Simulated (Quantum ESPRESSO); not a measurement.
# Solid-state NMR card for ZnSe

```
CELL_PARAMETERS angstrom
      0.00000     2.83244     2.83244
      2.83244     0.00000     2.83244
      2.83244     2.83244     0.00000
ATOMIC_POSITIONS crystal
  Zn 0.00000 0.00000 0.00000
  Se 0.75000 0.75000 0.75000
```
The geometry is a computed Materials Project entry, not a measured one. It is ZnSe in F-43m. Stability against distortions was not tested.

Shieldings are absolute and leave out the bulk-susceptibility term; a larger σ means a smaller chemical shift. By our sweeps, such settings leave a few ppm in absolute σ on light atoms and up to some 20 ppm from Zn on. No spin–orbit coupling; Se is the heaviest element present. No d partial waves on Se: the paramagnetic term there is incompletely reconstructed.

What do the calculations give at each independent site (shieldings by GIPAW with PBE in a modified build of Quantum ESPRESSO, on JTH PAW datasets, 20 Ha, k-mesh 8×8×8 shifted, f-sum rule met within 0.02 %)?


```json
[
 {"site": "Zn (atom 1)", "site symmetry": "-43m", "σ_iso (ppm)": "1277"},
 {"site": "Se (atom 2)", "site symmetry": "-43m", "σ_iso (ppm)": "1875"}
]
```
